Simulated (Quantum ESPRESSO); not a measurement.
## One change at a time to HfNb4W2Zr

All numbers below are calculated, not measured. They come from Quantum ESPRESSO 7.5, a public plane-wave density functional program. Each row is one single-point run on a made-up periodic cell of eight metal atoms, with elements, volume, strain and displacements drawn at random and not relaxed, so a cell may be unstable or far from any real phase. There is no spin polarisation or spin-orbit coupling.

Settings: PBE unless stated; PseudoDojo standard norm-conserving files; Fermi-Dirac width 0.25 eV, which means electrons at about 2900 K; cutoff 1116 eV; 8 x 4 x 3 k mesh shifted half a step off Gamma. E is the free energy of the whole cell (internal energy minus TS), so a -TS column is already part of it. Stress is positive in tension, and the pressure P is minus a third of its trace.

Checks: one run of this series was repeated at a higher cutoff and on a denser mesh, which moved values by no more than 0.016 eV, 0.10 GPa and 0.005 eV/Å, and a second program with other atomic files agreed on it to 2 % rms in force and 0.5 GPa in pressure. Known limits: heavy elements are run without spin-orbit coupling, which real alloys of them have; a spin test at this wide smearing found no moment, but such smearing suppresses magnetism that the real alloy may have.

The lattice is face-centred cubic, and the cell vectors in Å are (0.000, 2.150, 2.150); (0.000, 4.300, -4.300); (-8.600, -2.150, 2.150), a volume of 158.99 Å³ in run 1. The elements on sites 1 to 8 are Hf Zr W Nb Nb W Nb Nb. Each later run makes one change to run 1 and keeps the rest. E is counted from run 1, and is n/a where other atomic files have another zero of energy.

| run | change | V (Å³) | P (GPa) | -TS (eV) | rms force (eV/Å) | largest change of a force component (eV/Å) | E (eV) |
|---|---|---|---|---|---|---|---|
| 1 | none | 158.99 | -6.28 | -2.332 | 0.378 | 0.000 | 0.000 |
| 2 | sites 1 and 4 exchanged | 158.99 | -6.31 | -2.340 | 0.488 | 0.645 | 0.080 |
| 3 | all lengths scaled by +1.37 % | 165.61 | -11.42 | -2.429 | 0.357 | 0.066 | 0.369 |
| 4 | PBEsol in place of PBE | 158.99 | -11.52 | -2.337 | 0.380 | 0.037 | n/a |
| 5 | Li on site 7 | 158.99 | -8.43 | -2.150 | 0.355 | 0.491 | n/a |
| 6 | site 4 moved by -0.09 Å along x | 158.99 | -6.29 | -2.322 | 0.411 | 0.386 | ? |

## Worked estimate

Along the move dE = -F dx. The force on site 4 along x is 0.046 eV/Å in run 1 and 0.433 eV/Å in run 6, and the move is -0.09 Å, so the mean force times the move gives an estimate.

## Withheld value

Question: what E should run 6 give?

The estimate is 0.022 eV. The calculation gave 0.021 eV.
